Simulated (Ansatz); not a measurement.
PbS:
```xyz
4
Lattice="4.2252 0.0000 0.0000 0.0000 5.9714 0.0000 0.0000 0.0000 4.2253" Properties=species:S:1:pos:R:3 pbc="T T T"
Pb     2.1126     2.9857     1.0560
Pb     0.0000     0.0000     3.1692
S      0.0000     2.9857     3.1693
S      2.1126     0.0000     1.0559
```

DFT-r²SCAN in the program Ansatz with PAW potentials gives a gap of 0.69 eV without spin–orbit coupling, maximum at T, minimum at S.

### Question
What happens when spin–orbit coupling is switched on?

### Answer
The gap drops by 0.49 eV, to 0.20 eV; maximum at T, minimum at S.

### Question
Give the Z2 indices of the occupied bands with spin–orbit coupling.

### Answer
0;(000).

Space group Fm-3m (rock salt). The r²SCAN relaxation kept the symmetry of its start; of distortions, only those at the zone centre were tested.

Potentials: the later of the program's two PAW sets.
